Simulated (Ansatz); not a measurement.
Starting structure of a cell relaxation (symmetry kept):

```cif
data_structure
_symmetry_space_group_name_H-M 'I4/mmm'
_symmetry_Int_Tables_number 139
_cell_length_a 4.0209
_cell_length_b 4.0209
_cell_length_c 14.9032
_cell_angle_alpha 90.000
_cell_angle_beta 90.000
_cell_angle_gamma 90.000
_cell_volume 240.95
loop_
_atom_site_label
_atom_site_type_symbol
_atom_site_symmetry_multiplicity
_atom_site_Wyckoff_symbol
_atom_site_fract_x
_atom_site_fract_y
_atom_site_fract_z
_atom_site_occupancy
Cs1 Cs 2 a 0.00000 0.00000 0.00000 1
As1 As 4 e 0.00000 0.00000 0.34119 1
Rh1 Rh 4 d 0.00000 0.50000 0.25000 1
```

Computed with Ansatz 0.2.0, DFT r2SCAN, scalar-relativistic, plane waves, PAW.

Plane waves to 500 eV, a k mesh through Γ of 12×12×12 on the computed 5-atom cell and Gaussian smearing (0.10 eV); no spin polarisation.

Question: What does it relax to?

Answer: The volume goes down by 0.09 Å³/atom to 24.01 Å³/atom, and the energy changes by under 0.1 meV/atom. Final structure:
```
CELL_PARAMETERS angstrom
-2.00662 2.00662 7.45347
2.00662 -2.00662 7.45347
2.00662 2.00662 -7.45347
ATOMIC_POSITIONS crystal
Cs 0.00000 0.00000 0.00000
As 0.34133 0.34133 0.00000
As 0.65867 0.65867 0.00000
Rh 0.75000 0.25000 0.50000
Rh 0.25000 0.75000 0.50000
```